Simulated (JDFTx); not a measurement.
Input for JDFTx (a modified build): diantimony, Sb2 (SMILES [Sb]#[Sb]), charge 0, multiplicity 1, soft-sphere model, water, no salt; lengths in bohr, energies in hartree. The run starts from orbitals saved by an earlier run of the same system.

```
lattice \
  24.0940080890 0.0000000000 0.0000000000 \
  0.0000000000 19.3696927774 0.0000000000 \
  0.0000000000 0.0000000000 19.3696927774
coords-type Cartesian
ion Sb 2.3943664473 -0.0355237790 0.0185029003 0
ion Sb -2.3943664473 0.0355237790 -0.0185029003 0
ion-species pseudo/sb_pbe_v1.4.upf
core-overlap-check none
elec-cutoff 20 100
elec-ex-corr gga-PBE
symmetries none
elec-n-bands 15
electronic-minimize nIterations 150 energyDiffThreshold 1e-7
fluid LinearPCM
pcm-variant SoftSphere
fluid-solvent H2O
fluid-minimize nIterations 400 knormThreshold 1e-11
wavefunction read s0.wfns 18
dump-name s3.$VAR
dump End State Ecomponents EigStats BandEigs Forces ElecDensity IonicPositions FluidDebug
```

The log closes as follows.

```
[...]
ElecMinimize: Iter:   9  Etot: -166.628723898254805  |grad|_K:  5.470e-07  alpha:  4.199e-01  linmin:  3.585e-02
ElecMinimize: Iter:  10  Etot: -166.628723996851477  |grad|_K:  2.831e-07  alpha:  5.542e-01  linmin: -2.074e-01
ElecMinimize: Iter:  11  Etot: -166.628724020575646  |grad|_K:  2.376e-07  alpha:  4.815e-01  linmin: -1.963e-01
ElecMinimize: Converged (|Delta Etot|<1.000000e-07 for 2 iters).

# Ionic positions in cartesian coordinates:
ion Sb   2.394366447300000  -0.035523779000000   0.018502900300000 0
ion Sb  -2.394366447300000   0.035523779000000  -0.018502900300000 0

# Forces in Cartesian coordinates:
force Sb  -0.006423775842074   0.000238014009075  -0.000098638720493 0
force Sb   0.006424236880394  -0.000238024342949   0.000098648631104 0

# Energy components:
   A_diel =       -0.0064904800283017
   Eewald =      -12.7752742591458439
       EH =      129.9858693049357043
     Eloc =     -311.5152548215979209
      Enl =       17.8180474458193601
      Exc =      -43.8880359693363502
 Exc_core =       18.2489006195391070
       KE =       35.5035141392386180
-------------------------------------
     Etot =     -166.6287240205756461
```

The run took 12 electronic cycles (a count that differs between repeats, as do the digits past 10⁻⁶ Ha); the total lies -0.15 eV from the vacuum run at this geometry. The continuum can't coordinate to the solute or react with it.
